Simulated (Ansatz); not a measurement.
FeGe2: pressure against volume

FeGe2, I4/mcm, a = 5.807 Å, c = 4.880 Å. The structure is a Materials Project entry; whether it is the stable form wasn't checked. Ansatz: PBEsol, PAW, 420 eV, Γ-centred 10×10×10 mesh on 6 atoms, Gaussian smearing 0.10 eV; collinear spin, largest moment 1.2 μB. Shape and atoms are relaxed at each volume; pressure is positive in compression.

```
V (Å³/atom) P (GPa)
     12.890        ?
     13.302     4.88
     13.713     0.00
     14.124    -4.01
     14.536    -7.24
```

**Question.** Take V0 = 13.713 Å³/atom, fit the third-order Birch–Murnaghan form to the other rows, and predict the missing pressure.

**Answer.** With the Eulerian strain f = ½[(V0/V)^(2/3) − 1] and y = P/[3f(1 + 2f)^(5/2)], the form is the line y = B0 + 1.5 B0 (B0′ − 4) f. Rows (f, y): 0.01025, 150.8; -0.00975, 144.0; -0.01906, 139.5. Means f = -0.006187, y = 144.77; Σ(Δf)² = 0.0004486, ΣΔfΔy = 0.1697; the slope is their ratio. y = 147.1 + 378.3 f GPa, so B0 = 147.1 GPa and B0′ = 4 + 2 × (378.3)/(3 × 147.1) = 5.71. At V = 12.890, f = 0.02106, y = 155.07 and P = 10.86 GPa. The run gave 10.77 GPa, so the fit is 0.09 GPa too high, a small miss on the scale of the series. The form still works here, 33 % of the fitted range beyond its end. Note that the largest moment runs from 1.02 to 1.34 μB along the series.

The largest moment runs from 1.02 to 1.34 μB along the series, so B0 and B0′ hold the change of the moment too.

Only parallel moments were tried here.